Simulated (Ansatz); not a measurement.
PtSe2 (CdI2 type)

```
PtSe2
1.0
    3.77244     0.00000     0.00000
   -1.88622     3.26703     0.00000
    0.00000     0.00000     4.81807
Pt Se
1 2
Direct
  0.00000   0.00000   0.00000
  0.66667   0.33333   0.26557
  0.33333   0.66667   0.73443
```

The slice is a (1 -1 0 0) plane (indices of the conventional cell) through the point (0.000, 0.000, 0.000) (fractional), spanned by u = [110] and v = [001] in vectors of this cell: u (3.77 Å) and v (4.82 Å, at 90° to u). It covers one period; positions are fractions (u, v).

Level of theory: PBE-D3(BJ) (plane waves to 420 eV, PAW, scalar-relativistic; Ansatz, a first-principles code). k mesh 14×14×10. These are valence fields of a PAW run, semicore shells included where kept as valence: close to a nucleus they are smooth pseudo fields. PtSe2 is run without spin polarisation. PtSe2 was relaxed with its symmetry unable to fall. Spin-orbit coupling is left out, though Pt is heavy.

Question: Sketch the electrostatic potential energy of an electron, from the cell's mean on this plane as a map.

Answer: 
```
|xxxxxxxxxx00115566777766551100xxxxxxxx|
|xxxxxxxxxx00225555666655552200xxxxxxxx|
|xxxxxxxxxx00334444444444443300xxxxxxxx|
|xxxxxxxx002244443322223344442200xxxxxx|
|00000000334444331100001133444433000000|
|22223344555544220000000022445555443322|
|66666677776655330000000033556677776666|
|88888888887755442211112244557788888888|
|99999999887766554433334455667788999999|
|99999999998877665555555566778899999999|
|99999999998888777766667777888899999999|
|99999999998888777777777777888899999999|
|99999999998888777766667777888899999999|
|99999999998877665555555566778899999999|
|99999999887766554433334455667788999999|
|88888888887755442211112244557788888888|
|66666677776655330000000033556677776666|
|22223344555544220000000022445555443322|
|00000000334444331100001133444433000000|
|xxxxxxxx002244443322223344442200xxxxxx|
|xxxxxxxxxx00334444444444443300xxxxxxxx|
|xxxxxxxxxx00225555666655552200xxxxxxxx|
|xxxxxxxxxx00115566777766551100xxxxxxxx|
|xxxxxxxxxxxx0055667777665500xxxxxxxxxx|
```
Scale: ten equal steps from 1.00 (start of '0') to 9.24 (end of '9'), in the order '0123456789'. Values: electrostatic potential energy of an electron, from the cell's mean, in eV. The map has 19 points along u (two characters each, u = 0 at the left) and 24 along v (v = 0 in the bottom row). Points within 1 Å of a nucleus are blanked (x), as the pseudised field means little there. Values under 1 eV are set to 1. The zero, the cell's mean, hangs on the PAW cores.
